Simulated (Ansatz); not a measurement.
In DFT-PBE in the program Ansatz with PAW potentials, Si3N4 in the hexagonal phase (P6_3/m; Si on 6h, N on 2d, N on 6h) relaxes to a = 7.663 Å, c = 2.926 Å. Si has 4 nearest neighbours from 1.74 Å (tetrahedral); N on 2d has 3 nearest neighbours from 1.74 Å (trigonal planar); N on 6h has 3 nearest neighbours from 1.75 Å (trigonal planar). Its formation energy from the elements is -1.05 eV/atom, with no fitted shifts.

It is gapped at this level: 4.25 eV (indirect). The valence maximum lies on the Γ–A line, 34 % of the way from Γ and the conduction minimum at Γ.

The cell was relaxed with PBE under the symmetry of its start. The references are the lowest solids computed at this level, not always the standard phases (solids in place of the gases).

Potentials: the earlier of the program's two PAW sets.
